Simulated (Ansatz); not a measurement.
Relaxed-ion elastic tensor of ZrIr (CsCl type, Pm-3m) in GPa (Voigt order), DFT-PBEsol in the program Ansatz with PAW potentials; density 13.48 g/cm³, 17.46 Å³ per atom.

```csv
,1,2,3,4,5,6
1,187,217,217,0.0,0.0,0.0
2,217,187,217,0.0,0.0,0.0
3,217,217,187,0.0,0.0,0.0
4,0.0,0.0,0.0,61.2,0.0,0.0
5,0.0,0.0,0.0,0.0,61.2,0.0
6,0.0,0.0,0.0,0.0,0.0,61.2
```

Problem. Is the crystal mechanically stable?

Solution. No: the smallest eigenvalue of C is -29.8 GPa.

The workflow started from an entry of the Crystallography Open Database (COD). Whether it is the stable phase at ambient conditions was not checked. Symmetry was held in the PBEsol relaxation. At this level the phase is mechanically unstable. The run is not spin-polarised. As this level gives no gap, shear constants depend on the k-mesh and smearing (Fermi–Dirac, 0.1 eV here). Spin–orbit coupling is left out wherever it is not named.

Potentials: the later of the program's two PAW sets.
